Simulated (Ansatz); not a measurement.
## Lu under compression and expansion

Space group P6_3/mmc (No. 194). a = 3.510 Å, b = 3.510 Å, c = 5.567 Å, α = 90.00°, β = 90.00°, γ = 120.00°
```json
{"atom": "Lu", "site": "2c", "symmetry": "-6m2", "x": "0.3333", "y": "0.6667", "z": "0.2500"}
```

The runs use the primitive cell with vectors (3.510, 0.000, 0.000), (-1.755, 3.040, 0.000), (0.000, 0.000, 5.567) Å, to which the k mesh refers.

The cell comes from COD entry 1538083, which wasn't checked; take it as a given geometry.

Spin–orbit coupling is left out, though it moves levels of the heavy atoms by tenths of an eV or more.

Methods: DFT, PBEsol, all-electron LAPW, scalar-relativistic (Ansatz 0.2.0); DFT, PBEsol, PAW with Ansatz's default frozen-core files, scalar-relativistic (Ansatz 0.2.0).

For LAPW: a Γ-centred 13×13×8 k mesh, Fermi–Dirac smearing of 0.03 eV, basis error target 0.5 meV/atom, no spin polarisation. PAW takes a cutoff of 420 eV at this cell (files made with PBE, cores remade for this functional). The Ansatz runs share mesh, smearing and spin set-up. Plane-wave (PAW) pressures include the program's estimate of the Pulay term.

The cell above is scaled evenly, with fractional coordinates and shape held.

```
V/V(cell)  V (Å³/atom)  P, LAPW (GPa)  P, PAW (GPa)
   0.9400       27.913          -0.77         -0.78
   0.9600       28.507          -1.72         -1.73
   0.9800       29.101          -2.59         -2.60
   0.9900       29.398          -2.99         -3.00
   1.0000       29.695          -3.38         -3.39
   1.0100       29.992          -3.75         -3.76
   1.0200       30.289          -4.10         -4.11
   1.0400       30.883          -4.76         -4.77
   1.0600       31.476          -5.37         -5.38
```
